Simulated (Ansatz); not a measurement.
BeSe:
```cif
data_Be4Se4
_chemical_formula_sum 'Se4 Be4'
_space_group_name_H-M_alt 'F-43m'
_space_group_IT_number 216
_space_group_name_Hall 'F -4 2 3'
_cell_length_a 5.12891
_cell_length_b 5.12891
_cell_length_c 5.12891
_cell_angle_alpha 90.000
_cell_angle_beta 90.000
_cell_angle_gamma 90.000
loop_
_atom_site_label
_atom_site_type_symbol
_atom_site_symmetry_multiplicity
_atom_site_Wyckoff_symbol
_atom_site_fract_x
_atom_site_fract_y
_atom_site_fract_z
_atom_site_occupancy
Se1 Se 4 c 0.25000 0.25000 0.25000 1
Be1 Be 4 a 0.00000 0.00000 0.00000 1
```
(The calculation used a cell of 2 atoms; values per cell refer to that cell.)

Relaxed with PBEsol. PBEsol in the plane-wave PAW code Ansatz gives a gap of 2.47 eV.

Q: What gap does HSE06 give on the same cell (Ansatz, PAW)?

A: 3.45 eV, 0.98 eV more. The hybrid was solved on a coarser mesh and at special points; its gap is the smallest among all of these.

| k | v1 PBEsol | c1 PBEsol | v1 HSE06 | c1 HSE06 |
|---|---|---|---|---|
| Γ | 0.00 | 4.28 | … | … |
| X | -2.70 | 2.47 | -2.92 | 3.45 |
| L | -1.09 | 4.29 | … | … |
| W | -3.37 | 6.03 | … | … |
| K | -2.26 | 3.63 | … | … |

Q: Top valence (v1) and lowest conduction level (c1) in eV from each method's valence maximum (which need not be a listed point): supply the withheld HSE06 values.

A: 
- Γ, v1 HSE06: 0.00
- Γ, c1 HSE06: 5.53
- L, v1 HSE06: -1.18
- L, c1 HSE06: 5.38
- K, v1 HSE06: -2.43
- K, c1 HSE06: 4.65
- W, v1 HSE06: -3.59
- W, c1 HSE06: 7.12

Cost on shared cores: the PBEsol run (SCF on a 9×9×9 mesh, then bands and DOS) very roughly 7 core-seconds, the HSE06 run (SCF on 7×7×7, then a few points) around 50 core-seconds (rough); the tasks are unlike.

Symmetry was held in the PBEsol relaxation. Scalar-relativistic: spin–orbit coupling is off unless named, which matters more the heavier the elements.

Potentials: the later of the program's two PAW sets.
